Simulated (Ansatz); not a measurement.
**Question.** BeS (rock salt, Fm-3m) is relaxed with the program Ansatz at the PBEsol level (PAW). What lattice parameters of the conventional cell result?

**Answer.** a = 4.590 Å.

**Question.** Is it a metal or does it have a gap at this level?

**Answer.** A gap of 0.94 eV, indirect.

The start of the workflow was typed in or built on a structure type; neither database checked (COD, Materials Project) lists it. COD files the formula under space group No. 216, so this cell is another polymorph or a model. Whether it is the stable phase at ambient conditions was not checked. Symmetry was held in the PBEsol relaxation. At this level the phase is dynamically unstable (imaginary phonons).

Potentials: the later of the program's two PAW sets.
